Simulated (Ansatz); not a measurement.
# What DFT gives for KCd₂Pb₂

```xyz
5
Lattice="2.4256 4.2013 0.0000 -2.4256 4.2013 0.0000 0.0000 0.0000 8.0582" Properties=species:S:1:pos:R:3 pbc="T T T"
K     0.0000    0.0000    0.0000
Cd   -0.0002    2.8010    5.0831
Cd    0.0002    5.6016    2.9751
Pb   -0.0002    2.8010    2.0210
Pb    0.0002    5.6016    6.0372
```

The numbers come from plane-wave PAW DFT (Ansatz): PBE, no spin polarisation, 420 eV, 8×8×4 Γ-centred k points, fermi-dirac occupations (width 0.0113 eV). Nothing was relaxed.

(1) What do density and ELF say about some of the short contacts?

(2) Which atom feels the largest force, and which way?

(3) Give the Bader charges.

(4) Metal or insulator?

(5) What does the stress say?

Origin: a known structure type with other elements, at an estimated volume, so it need not be a known compound.

## Answers

(1) Cd–Pb at 2.96 Å: least valence density 0.24 e/Å³ and ELF 0.28 there. K–Pb at 3.45 Å: least valence density 0.07 e/Å³ and ELF 0.05 there. These are pseudo-fields; inside the PAW spheres they differ from the all-electron ones.

(2) The largest is on Pb4 (and as large on other atoms): 0.28 eV/Å, components (0.00, 0.00, 0.28). It makes 71° with the line to a nearest neighbour, Cd3 at 2.96 Å.

(3) Bader charges in e: K +0.69, Cd -0.06, Pb -0.28. In the mean K gives up most and Pb takes most.

(4) It is a metal, with about 3.9 states/eV a cell as the mean within 0.25 eV of the Fermi level, mostly Pb p (86 %).

(5) The pressure is 1.8 GPa (compression positive), so with the atoms held at these fractions the cell would first expand.
